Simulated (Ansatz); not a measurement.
BW:
```
BW
1.0
    0.00000     2.22602     2.22602
    2.22602     0.00000     2.22602
    2.22602     2.22602     0.00000
B W
1 1
Cartesian
  0.00000   0.00000   0.00000
  2.22602   2.22602   2.22602
```

Relaxed with r²SCAN.

Question: Map the valence electron density (e/Å³), cut off at 3 on the plane through (0.000, 0.000, 0.000) spanned by u = [1, 0, 0] and v = [0, 1, -1] in lattice vectors, from r²SCAN in the plane-wave PAW code Ansatz.

Answer: x is the fraction of u, y of v (the angle between them is 90°; rows are the nearest grid lines); atoms in the plane: B at (0.00, 0.00), W at (0.50, 0.50).
```
|00111000000011100|
|01111000000011110|
|11110000000001111|
|11110011111001111|
|11001134543110011|
|00001489998410000|
|00013899999831000|
|00014999999941000|
|00015999999951000|
|00014999999941000|
|00013899999831000|
|00001489998410000|
|11001134543110011|
|11110011111001111|
|11110000000001111|
|01111000000011110|
|00111000000011100|
```
Scale: ten equal steps from 0.289 (start of '0') to 3.00 (end of '9'), in the order '0123456789'; x runs from 0.000 to 1.00, y from 0.000 (bottom) to 1.00 (top).

The density is the valence pseudo-density with augmentation charge, so density and ELF within about 1 Å of a nucleus are not all-electron values.

Space group Fm-3m (rock salt). The start of the workflow was typed in or built on a structure type; neither database checked (COD, Materials Project) lists it. COD files the formula under space group No. 141. Whether it is the stable phase at ambient conditions was not checked. Symmetry was held in the r²SCAN relaxation; whether a distortion lowers the energy is not shown. The run is not spin-polarised. The volume moved by -19 % from the start of the relaxation. Scalar-relativistic: spin–orbit coupling is off unless named, which matters more the heavier the elements.

Potentials: the earlier of the program's two PAW sets.
